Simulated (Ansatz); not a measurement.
# ZrTa2C2: stable or not

The cell was found from a structure generator's guess, not taken from experiment.

Computed with DFT PBE, scalar-relativistic, plane waves, PAW (Ansatz 0.2.0). Plane waves to 420 eV, a 12×12×12 mesh through Γ for the 5-atom cell and 0.10 eV Gaussian smearing; no spin polarisation.

```
Zr Ta C
1.0
     1.59887    0.92311    7.67147
    -1.59887    0.92311    7.67147
     0.00000   -1.84622    7.67147
Zr Ta C
1 2 2
Direct
  0.00000 0.00000 0.00000
  0.21975 0.21975 0.21975
  0.78025 0.78025 0.78025
  0.39645 0.39645 0.39645
  0.60355 0.60355 0.60355
```

The zero of energy is the elements' standard structures at the same level; no fitted shifts are applied.

**Question.** These tests were run: energy against the elements; elastic tensor. What do they show?

**Answer.**

```tsv
test	result
energy against the elements	−0.73 eV/atom
elastic tensor	least eigenvalue 119 GPa
```

It fails none of these tests. Whether a mixture of other phases lies lower isn't tested here. Phonons away from Γ weren't computed.

These runs have no spin–orbit coupling, which can matter for Ta. The reference form of C is held partly by dispersion forces, which this level lacks. The run for the elastic tensor used a 12×12×12 k mesh and Fermi–Dirac smearing of 0.15 eV.
